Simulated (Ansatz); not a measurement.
ZrSeS in space group P3m1 (No. 156; Zr on 1a, Se on 1c, S on 1b) under volume change, LDA (plane waves, PAW; program Ansatz), shape and atoms relaxed at each volume.

```json
[
 {"V (Å³/atom)": "20.318", "E − E(relaxed) (meV/atom)": "26.9", "P (GPa)": "4.96"},
 {"V (Å³/atom)": "20.988", "E − E(relaxed) (meV/atom)": "10.7", "P (GPa)": "2.88"},
 {"V (Å³/atom)": "21.658", "E − E(relaxed) (meV/atom)": "2.4", "P (GPa)": "1.22"},
 {"V (Å³/atom)": "22.327", "E − E(relaxed) (meV/atom)": "0.0", "P (GPa)": "0.00"},
 {"V (Å³/atom)": "22.997", "E − E(relaxed) (meV/atom)": "1.9", "P (GPa)": "-0.83"},
 {"V (Å³/atom)": "23.667", "E − E(relaxed) (meV/atom)": "6.5", "P (GPa)": "-1.34"},
 {"V (Å³/atom)": "24.337", "E − E(relaxed) (meV/atom)": "12.7", "P (GPa)": "-1.57"}
]
```

Task: What does a third-order Birch–Murnaghan fit give for V₀, B₀ and B′?

Result: V₀ = 22.34 Å³/atom, B₀ = 32.1 GPa, B′ = 11.2.

The first step of the workflow began from a Materials Project structure, measured or hypothetical; the Crystallography Open Database copy checked does not list it. With Se and S taken as one species the cell has the higher symmetry P-3m1, so it may be an ordered model of a mixed-site phase. Whether it is the stable phase at ambient conditions was not checked. The LDA relaxation kept the symmetry of its start; its stability against distortions is not shown here. No spin polarisation was allowed. A crystal of weakly bound layers computed without a dispersion correction: the cell and the soft elastic constants depend strongly on that.

Potentials: the later of the program's two PAW sets.
